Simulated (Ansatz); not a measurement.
Relaxing a structure of TiTe2

The start is a generated trial cell of TiTe2 in the pyrite structure type. A full variable-cell relaxation at zero pressure is run with r2SCAN (plane waves to 500 eV, PAW, scalar-relativistic; Ansatz, a program for electronic structure). The first steps use a coarse 3×3×3 k-mesh.

The start:
```yaml
crystal:
  lattice:
    - [7.34680, 0.00000, 0.00000]
    - [0.00000, 7.34680, 0.00000]
    - [0.00000, 0.00000, 7.34680]
  atoms:
    - { symbol: Ti, position: [0.00000, 0.00000, 0.00000] }
    - { symbol: Ti, position: [0.50000, 0.50000, 0.00000] }
    - { symbol: Ti, position: [0.00000, 0.50000, 0.50000] }
    - { symbol: Ti, position: [0.50000, 0.00000, 0.50000] }
    - { symbol: Te, position: [0.38510, 0.38510, 0.38510] }
    - { symbol: Te, position: [0.88510, 0.11490, 0.61490] }
    - { symbol: Te, position: [0.61490, 0.88510, 0.11490] }
    - { symbol: Te, position: [0.11490, 0.61490, 0.88510] }
    - { symbol: Te, position: [0.61490, 0.61490, 0.61490] }
    - { symbol: Te, position: [0.11490, 0.88510, 0.38510] }
    - { symbol: Te, position: [0.38510, 0.11490, 0.88510] }
    - { symbol: Te, position: [0.88510, 0.38510, 0.11490] }
```

Task: How large is the pressure on the unrelaxed cell, and of which sign?

Result: -8 GPa (negative: the cell is under tension).

Task: What is the largest force in the starting geometry, and on which atom (counted from 1)?

Result: About 1.1 eV/Å, on Te5, Te6, Te7, Te8, Te9, Te10, Te11, Te12 (atoms numbered as listed).

Task: By how much does the energy per atom fall from start to end?

Result: 0.32 eV/atom.

Task: How does the volume change?

Result: -19.3 %, from 33.05 to 26.67 Å³/atom.

Task: How do the shortest distances between atoms change?

Result: The closest pairs of elements (up to four, under 3.6 Å), start → end: Te–Ti 3.07 → 2.81 Å; Te–Te 2.92 → 3.29 Å.

Task: Is the relaxed structure metallic? Give its gap.

Result: No gap (metallic).

Task: Write out the relaxed structure.

Result: 
```cif
data_Te8Ti4
_chemical_formula_sum 'Ti4 Te8'
_space_group_name_H-M_alt 'Pa-3'
_space_group_IT_number 205
_space_group_name_Hall '-P 2ac 2ab 3'
_cell_length_a 6.84056
_cell_length_b 6.84056
_cell_length_c 6.84056
_cell_angle_alpha 90.000
_cell_angle_beta 90.000
_cell_angle_gamma 90.000
loop_
_atom_site_label
_atom_site_type_symbol
_atom_site_symmetry_multiplicity
_atom_site_Wyckoff_symbol
_atom_site_fract_x
_atom_site_fract_y
_atom_site_fract_z
_atom_site_occupancy
Ti1 Ti 4 a 0.00000 0.00000 0.00000 1
Te1 Te 8 c 0.36137 0.36137 0.36137 1
```

The space group stays Pa-3 (No. 205) (the run could not lower it), with 12 atoms in the primitive cell. Final values are on a 6×6×6 k-mesh of the relaxed cell. No spin polarisation in the result.

The run could not lose the symmetry of its start, so the end can be a saddle point.

The relaxed structure here is a generated cell of TiTe2: the first start was made by placing the elements on the sites of a structure type, and the end was not matched to a known phase here, so it may be hypothetical. Known forms of TiTe2 include space group No. 164.
